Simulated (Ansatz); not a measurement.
## Stress against strain in LaHg2

```yaml
crystal:
  lattice:
    - [4.95800, 0.00000, 0.00000]
    - [-2.47900, 4.29375, 0.00000]
    - [0.00000, 0.00000, 3.64000]
  atoms:
    - { symbol: La, position: [0.00000, 0.00000, 0.00000] }
    - { symbol: Hg, position: [0.33333, 0.66667, 0.50000] }
    - { symbol: Hg, position: [0.66667, 0.33333, 0.50000] }
```

Atom numbers follow the list: La1, Hg2, Hg3.

The geometry is COD entry 1523851, unchecked; take it as a test cell.

No spin–orbit coupling, which matters for the heavy atoms here.

Method: Ansatz 0.2.0, DFT, LDA, all-electron LAPW, scalar-relativistic.

The runs use a Γ-centred 8×8×9 k mesh, Fermi–Dirac smearing of 0.08 eV, basis error target 1 meV/atom, no spin polarisation.

The strain is applied along the Cartesian axes of the cell as listed (the other components stay zero). Fractional coordinates are held (clamped ions).

σ is the change of stress from the unstrained cell, which is at -3.00 GPa; tension is positive, so slopes are stress–strain coefficients at that pressure. In a metal the k mesh adds noise.

Only quantities that a quadratic follows smoothly over the whole series are listed; rougher ones are left out.

| εzz | σzz (GPa) | σxx (GPa) |
| --- | --- | --- |
| -0.0200 | -1.05 | -0.77 |
| 0.0000 | 0.00 | 0.00 |
| 0.0100 | 0.45 | 0.37 |
| 0.0200 | 0.85 | 0.73 |

Task: Fit the series and read off the stiffness at zero strain.

Result: Least-squares fits y = p0 + p1 x + p2 x² to the rows give σzz (GPa): p1 = 47.5, p2 = -250; σxx (GPa): p1 = 37.5, p2 = -50. So C33 = 47 GPa and C13 = 37 GPa, for these axes.

Task: One run, at εzz = -0.0100, is withheld. Predict its row.

Result: The fits give -0.50, -0.38; the run gave -0.50, -0.38.
